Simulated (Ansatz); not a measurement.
# Computed properties of Ta2N

Ta2N:
```cif
data_NTa2
_chemical_formula_sum 'N1 Ta2'
_space_group_name_H-M_alt 'P 1'
_space_group_IT_number 1
_cell_length_a 3.07495
_cell_length_b 3.07495
_cell_length_c 4.89145
_cell_angle_alpha 90.000
_cell_angle_beta 90.000
_cell_angle_gamma 120.000
loop_
_space_group_symop_operation_xyz
  'x, y, z'
loop_
_atom_site_label
_atom_site_type_symbol
_atom_site_fract_x
_atom_site_fract_y
_atom_site_fract_z
_atom_site_occupancy
N1 N 0.00000 0.00000 0.00000 1
Ta1 Ta 0.33333 0.66667 0.25650 1
Ta2 Ta 0.66667 0.33333 0.74350 1
```

Space group P-3m1 (No. 164), anti-CdI2 type; conventional cell a = b = 3.0749 Å, c = 4.8914 Å, α = β = 90.00°, γ = 120.00°.

Method: r²SCAN (plane waves, PAW; program Ansatz). Geometry: relaxed at this level of theory. Other levels are named where they apply.

### Cell and energy

```
Item                                                          Result
-----------------------------------------------------  -------------
Volume per atom                                             13.35 Å³
Density                                                  15.58 g/cm³
Formation energy from the elements (no fitted shifts)  -0.91 eV/atom
```

### Electronic structure

```
Item                                                                         Value
------------------------------------  --------------------------------------------
Electronic character                                             metallic (no gap)
Density of states at the Fermi level  0.36 states/eV per atom (mean over ±0.08 eV)
Gap with spin–orbit coupling                                       none (metallic)
```

### Mechanics

```
Item                                 Result
----------------------------------  -------
Bulk modulus (Birch–Murnaghan fit)  290 GPa
Pressure derivative B′                  4.3
```

### Charges

```
Property                     Value
-------------  -------------------
Bader charges  N -1.85, Ta +0.93 e
```

The cell was relaxed with r²SCAN under the symmetry of its start. The run is not spin-polarised. The volume moved by 19 % from the start of the relaxation. With an odd number of electrons in the cell and no spin polarisation, the count alone makes it a metal. The references are the lowest solids computed at this level, not always the standard phases (solids in place of the gases). Spin–orbit coupling is left out wherever it is not named.

Potentials: the later of the program's two PAW sets.
